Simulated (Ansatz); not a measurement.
# CsH4F: relaxation (Ansatz)

Input:

```yaml
crystal:
  lattice:
    - [4.354617, 0.0, 0.0]
    - [0.0, 4.354617, 0.0]
    - [0.0, 0.0, 4.354617]
  atoms:
    - { symbol: F, position: [0.0, 0.0, 0.0] }
    - { symbol: Cs, position: [0.5, 0.5, 0.5] }
    - { symbol: H, position: [0.148, 0.148, 0.148] }
    - { symbol: H, position: [0.148, 0.852, 0.852] }
    - { symbol: H, position: [0.852, 0.852, 0.148] }
    - { symbol: H, position: [0.852, 0.148, 0.852] }
  symmetry: { tolerance: 0.0003 }
kpoints:
  mp_grid: { grid: [8, 8, 8], shift: [0, 0, 0] }
magnetization:
  spin_polarized: false
scf:
  occupations: { method: fermi_dirac }
  lower_state_search: "off"
hamiltonian:
  pseudopotentials: { kind: paw }
  xc: r2scan
basis:
  ecutwfc: 500
  fft_grid_basis: typed
relax:
  max_steps: 60
  cell: { p_target: 0.0 }
  f_tol: 0.03
output:
  forces: true
  stress: true
  eigenvalues: true
  bader: true
  populations: true
  elf: true
  write_potential: true
  volumetric_format: npy
  dos:
    e_range: [-12, 8]
    de: 0.05
    projected: { site_lists: { Cs: [Cs], F: [F], H: [H] } }
  write_density: true
checkpoint:
  read: saved_state
```

Launch command:

```bash
ansatz run input.yaml --threads 2 --pin off --max-ram 2560MiB --backend cpu --events-out ev --progress --plain --runs-dir out
```

Origin of the cell: a known structure type with other elements, at an estimated volume, so it need not be a known compound.

The smearing width isn't typed, so it takes its default of 0.1 eV.

The saved state is a converged single point of the same cell.

Excerpt of the output:

```
Pseudopotentials: kind: paw
Pseudopotential: F, paw, valence charge 7, recommended cutoff 500 eV (meta_gga), F.paw.azcp
Pseudopotential: Cs, paw, valence charge 9, recommended cutoff 500 eV (meta_gga), Cs.paw.azcp
Pseudopotential: H, paw, valence charge 1, recommended cutoff 500 eV (meta_gga), H.paw.azcp
Functional definition: r2SCAN
  exchange = r2scan_x(k0 = k0, k1 = k1, a1 = a1)
  correlation = r2scan_c
Crystal: 6 atoms, lattice volume = 82.575 Å³
Basis set: ecut = 500 eV, 2103 PW (Γ), exchange–correlation on 128×128×128 points (64 copies of the dense FFT grid, shifted against one another)
Bands: 16, of which v1, the nominal top of the filled ones, is band 10 counted from 1 (9 counted from 0)
Symmetry: 24 space group operations
[… 11 lines left out …]
Initial density: read from a saved state, or passed on in memory by an earlier SCF of this step, an earlier step, the calling program or the single point that the run made first
Functional: x = r2scan, c = r2scan; τ floored in thin density (d = 2e-4 eV/Å³)
SCF iter   1: F=-6547.265152 eV  HF=-6547.246730 eV  Δρ=9.23e-4  dr2=1.07e-4  dr2_τ=1.06e-3
SCF iter   2: F=-6547.266450 eV  HF=-6547.266054 eV  Δρ=4.91e-4  dr2=3.27e-5  dr2_τ=5.50e-5
SCF iter   3: F=-6547.266470 eV  HF=-6547.266450 eV  Δρ=1.48e-4  dr2=7.84e-6  dr2_τ=3.47e-6
SCF iter   4: F=-6547.266472 eV  HF=-6547.266466 eV  Δρ=3.91e-5  dr2=7.86e-7  dr2_τ=2.44e-7
SCF iter   5: F=-6547.266473 eV  HF=-6547.266473 eV  Δρ=1.04e-5  dr2=5.51e-8  dr2_τ=1.61e-8
relax step   1: F+E_penalty+E_count = -6547.266473 eV  Δ(F+E_penalty+E_count) = +0.000e0 eV  max|allowed force component| = 2.770e0 eV/Å  Δτ_max = 0.0000 Å  P = +20.333 GPa  Ω = 82.575 Å³  (5 […]
relax step   2: F+E_penalty+E_count = -6549.260015 eV  Δ(F+E_penalty+E_count) = -1.994e0 eV  max|allowed force component| = 1.499e0 eV/Å  Δτ_max = 0.0548 Å  P = +10.638 GPa  Ω = 95.233 Å³  en […]
relax step   3: F+E_penalty+E_count = -6550.434898 eV  Δ(F+E_penalty+E_count) = -1.175e0 eV  max|allowed force component| = 4.666e-1 eV/Å  Δτ_max = 0.0834 Å  P = +3.773 GPa  Ω = 109.263 Å³  e […]
relax step   4: F+E_penalty+E_count = -6550.662674 eV  Δ(F+E_penalty+E_count) = -2.278e-1 eV  max|allowed force component| = 1.344e-1 eV/Å  Δτ_max = 0.0230 Å  P = +0.783 GPa  Ω = 122.541 Å³ […]
relax step   5: F+E_penalty+E_count = -6550.680116 eV  Δ(F+E_penalty+E_count) = -1.744e-2 eV  max|allowed force component| = 2.772e-2 eV/Å  Δτ_max = 0.0167 Å  P = +0.076 GPa  Ω = 125.541 Å³ […]
relax step   6: F+E_penalty+E_count = -6550.680899 eV  Δ(F+E_penalty+E_count) = -7.833e-4 eV  max|allowed force component| = 3.125e-3 eV/Å  Δτ_max = 0.0064 Å  P = -0.004 GPa  Ω = 125.485 Å³ […]
relax step   7: F+E_penalty+E_count = -6550.723562 eV  Δ(F+E_penalty+E_count) = -4.266e-2 eV  max|allowed force component| = 5.355e-3 eV/Å  Δτ_max = 0.0000 Å  P = +0.484 GPa  Ω = 125.485 Å³  stress off target by 4.84e-1 GPa […]
relax step   8: F+E_penalty+E_count = -6550.731148 eV  Δ(F+E_penalty+E_count) = -7.586e-3 eV  max|allowed force component| = 6.053e-3 eV/Å  Δτ_max = 0.0077 Å  P = +0.172 GPa  Ω = 129.553 Å³ […]
relax step   9: F+E_penalty+E_count = -6550.732577 eV  Δ(F+E_penalty+E_count) = -1.429e-3 eV  max|allowed force component| = 4.080e-4 eV/Å  Δτ_max = 0.0092 Å  P = +0.015 GPa  Ω = 132.562 Å³ […]
relax step  10: F+E_penalty+E_count = -6550.733620 eV  Δ(F+E_penalty+E_count) = -1.043e-3 eV  max|allowed force component| = 5.139e-4 eV/Å  Δτ_max = 0.0000 Å  P = +0.007 GPa  Ω = 132.562 Å³  stress off target by 7.32e-3 GPa […]
SCF 10 converged in 7 iterations: F = -6550.733620 eV  dr2 = 4.21e-12
basis re-selected at this cell: Δ(F+E_penalty+E_count) = -1.043e-3 eV, ΔP = -0.008 GPa vs the last step (what re-selecting the basis moved, of the pressure what is left beyond the Pulay corre […]
SCF converged after 7 iterations
Free energy (F): -6550.733620 eV
Harris-Foulkes:  -6550.733620 eV  (|F-HF|=1.64e-11)
Internal energy: -6550.515919 eV  (E = F + TS)
E sigma→0 (E₀):  -6550.624770 eV
Entropy (-TS):   -0.217701 eV (-36.284 meV/atom)
Fermi energy:    0.983276 eV
--- Per-component energies (eV) ---
  E_band       = -189.815361
  E_kinetic    = 392.678421
  E_local      = -1268.636031  (includes V_loc(G=0)·N_el)
  E_nonlocal   = 105.686245
  E_hartree    = 473.321172
  E_xc         = -270.421475
  E_vxc        = -295.449123  (∫ρ·V_xc dr)
  E_paw        = -5296.017817  (= ΣΔE_a)
  E_vpaw       = -88.793437  (= ΣTr[D̂ρ^β])
  E_aug_tail   = -0.000276  (compensation charges beyond the density's cutoff)
  E_vtau       = 18.056485  (kinetic-family band-sum trace: ∫τ·v_τ [+ j·A + Jᵃ·Aᵃ] dr)
  E_ewald      = -687.144647
  E_core_change = 0.018488  (= ΣΔE_core)
  E_smearing   = -0.217701  (= −TS)
  Σ components = -6550.733620   (vs F -6550.733620, Δ=0.00e0)
--- Forces (eV/Å), atoms counted from 1 ---
  atom   1  F     -0.000000     0.000000     0.000000
  atom   2  Cs    -0.000000     0.000000    -0.000000
  atom   3  H     -0.000514    -0.000514    -0.000514
  atom   4  H     -0.000514     0.000514     0.000514
  atom   5  H      0.000514     0.000514    -0.000514
  atom   6  H      0.000514    -0.000514     0.000514
  max |Σ_I F_I| component: 1.06e-17 eV/Å
--- Stress (GPa, compression-positive) ---
        0.007323      -0.000000      -0.000000
        0.000000       0.007323       0.000000
       -0.000000       0.000000       0.007323
  P = ⅓ Tr σ = 0.0073 GPa (0.073 kbar)
--- Relaxed structure (8 steps of the walk, 8 accepted, 2 SCFs on fresh bases) ---
  F+E_penalty+E_count = -6550.733620 eV   max|allowed force component| = 5.139e-4 eV/Å   (the final SCF, on the basis selected at the relaxed cell)
  cell:  # Å, volume = 132.5621 Å³
    - [5.098860, 0.0, 0.0]
    - [0.0, 5.098860, 0.0]
    - [0.0, 0.0, 5.098860]
  atoms:
    - { symbol: F, position: [1.460e-18, -7.967e-19, -5.809e-19] }
    - { symbol: Cs, position: [0.5, 0.5, 0.5] }
    - { symbol: H, position: [0.170183, 0.170183, 0.170183] }
    - { symbol: H, position: [0.170183, 0.829817, 0.829817] }
    - { symbol: H, position: [0.829817, 0.829817, 0.170183] }
    - { symbol: H, position: [0.829817, 0.170183, 0.829817] }
--- Löwdin populations: 6 sites ---
  site symbol       q [e]
     0      F      7.2628
     1     Cs      8.3912
     2      H      1.0527
     3      H      1.0527
     4      H      1.0527
     5      H      1.0527
  spilling = 0.006762 (of n_electrons = 20.000000)
--- Bader charges: 6 sites ---
  site symbol  charge [e]  shift [e]
     0      F     -0.5645     0.0021
     1     Cs      0.7407     0.0000
     2      H     -0.0441     0.0005
     3      H     -0.0441     0.0005
     4      H     -0.0441     0.0005
     5      H     -0.0441     0.0005
  estimated error of the sums over rays = 1.0e-4 e
```

The starting structure.

Space group P-43m (No. 215); the run's cell has a = 4.355 Å, b = 4.355 Å, c = 4.355 Å, α = 90.00°, β = 90.00°, γ = 90.00°. Shortest distances: F–H 1.12 Å, H–H 1.82 Å, Cs–H 2.65 Å.

The relaxed structure.

Space group P-43m (No. 215); the run's cell has a = 5.099 Å, b = 5.099 Å, c = 5.099 Å, α = 90.00°, β = 90.00°, γ = 90.00°. Shortest distances: F–H 1.50 Å, H–H 2.45 Å, Cs–H 2.91 Å.

```yaml
Free_energy_lowered_by: 577.9 meV/atom
Volume_change: 60.53 %
Final_pressure: 0.01 GPa
Relaxation_steps_listed: 10
```

Caveats: no spin, though holes on the anions or broken bonds may carry moments; the relaxation held the start's symmetry, so the end may be a saddle point.

It ran for 57 s on 2 threads of Intel(R) Xeon(R) 6975P-C (Granite Rapids), on a shared host, peak memory 0.71 GiB, from a saved density.
